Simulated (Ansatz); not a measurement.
Ti3AlC:
```xyz
5
Lattice="4.1053 0.0000 0.0000 0.0000 4.1053 0.0000 0.0000 0.0000 4.1053" Properties=species:S:1:pos:R:3 pbc="T T T"
Ti     2.0527     2.0527     0.0000
Ti     0.0000     2.0527     2.0527
Ti     2.0527     0.0000     2.0527
Al     0.0000     0.0000     0.0000
C      2.0527     2.0527     2.0527
```

Relaxed with LDA. Special points in fractions of this cell's reciprocal vectors: Γ (0.000, 0.000, 0.000); X (0.000, 0.500, 0.000); M (0.500, 0.500, 0.000); R (0.500, 0.500, 0.500).

List the band energies nearest the Fermi level at these points for DFT-LDA in the program Ansatz with PAW potentials.

In eV from the Fermi level; about four levels below and three above (degenerate sets whole), none deeper than 8.9 eV; points with the same levels are listed once.

```tsv
k	below	above
Γ	-1.80 -1.80 -1.80 -1.62 -1.62 -1.62	1.45 1.45 1.45
X	-1.56 -1.56 -1.13 -0.57	0.70 0.71 1.56 1.56
M	-3.28 -2.36 -2.36 -1.66	0.14 0.14 0.46 0.46
R	-5.26 -1.41 -1.41 -1.41	0.07 0.07 0.07
```

Space group Pm-3m (anti-perovskite). The workflow started from a Materials Project entry (that database holds measured and hypothetical structures alike); the Crystallography Open Database copy checked does not list it. Whether it is the stable phase at ambient conditions was not checked. The cell was relaxed with LDA under the symmetry of its start; of distortions, only those at the zone centre were tested. The run is not spin-polarised.

Potentials: the later of the program's two PAW sets.
